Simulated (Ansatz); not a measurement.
Kick test of a cell of Sc3Al2

The cell was found from a structure generator's guess, not taken from experiment.

All numbers below come from Ansatz 0.2.0, DFT PBE, scalar-relativistic, plane waves, PAW. Plane waves to 420 eV, a k mesh through Γ of 16×16×16 on the computed 5-atom cell and Gaussian smearing (0.10 eV); no spin polarisation.

The cell below (5 atoms, space group I4/mmm (No. 139)) is relaxed within its symmetry.

```yaml
crystal:
  lattice:
    - [-1.58133, 1.58133, 10.27624]
    - [1.58133, -1.58133, 10.27624]
    - [1.58133, 1.58133, -10.27624]
  atoms:
    - { symbol: Sc, position: [0.69073, 0.69073, 0.00000] }
    - { symbol: Sc, position: [0.50000, 0.50000, 0.00000] }
    - { symbol: Sc, position: [0.30927, 0.30927, 0.00000] }
    - { symbol: Al, position: [0.09568, 0.09568, 0.00000] }
    - { symbol: Al, position: [0.90432, 0.90432, 0.00000] }
```

For the test a repeat of it with 10 atoms (edges 3.16, 6.33, 10.52 Å) was strained at random (σ = 1.5 % a component), the atoms were moved at random (σ = 0.05 Å), and all was relaxed again on a coarse 8×4×8 mesh (in the run’s order of axes) with 0.20 eV smearing, with no symmetry imposed.

Question: Is the structure stable against such a distortion?

Answer: It returns, within 1 meV/atom of the unmoved cell on that mesh and with the same symmetry when read at 0.1 Å (C2/m at 0.01 Å, so small strains and shifts remain). So it is stable against the distortions that fit this cell and that this random move excites. Modes that don't fit the cell aren't tested.
